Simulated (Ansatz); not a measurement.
Consider the following.

Relaxed Li (bcc, W type):

```yaml
crystal:
  lattice:
    - [-3.47628, 3.47628, 3.47628]
    - [1.73814, -1.73814, 1.73814]
    - [1.73814, 1.73814, -1.73814]
  atoms:
    - { symbol: Li, position: [0.00000, 0.00000, 0.00000] }
    - { symbol: Li, position: [0.50000, 0.00000, 0.00000] }
```

The atoms are displaced by Q × the pattern below (from a DFPT mode at N = (0.5, 0.0, 0.0), largest move 1; Q in Å), at fixed cell. (q is in reciprocal vectors of the primitive cell; the cell shown is doubled to hold the pattern.)

| atom | x | y | z |
|---|---|---|---|
| Li1 | 1.000 | 0.000 | 0.000 |
| Li2 | -1.000 | 0.000 | 0.000 |

Method: r2SCAN (plane waves to 500 eV, PAW, scalar-relativistic; Ansatz, an electronic-structure program). k mesh 19×19×19 (Γ-centred), Fermi-Dirac smearing 0.05 eV. Energies are smeared free energies. With partly filled bands, energies and forces of such displacements shift with the k mesh and the smearing. Li was relaxed with its symmetry unable to fall. The PAW data are Ansatz's earlier set. ΔE is measured from the undisplaced structure.

The scan covers Q from -0.280 to 0.280 Å in 13 points.

Q: Which space group does the distorted structure have?

A: Cmcm (No. 63), lowered from Im-3m.

Q: What is the energy change at Q = 0.280 Å?

A: 69 meV/cell.

Q: What harmonic wavenumber does the curvature at Q = 0 give?

A: 186 cm⁻¹.

(For displaced atoms, the force is minus the slope of the energy, and its curvature is a force constant, which sets phonon frequencies.)
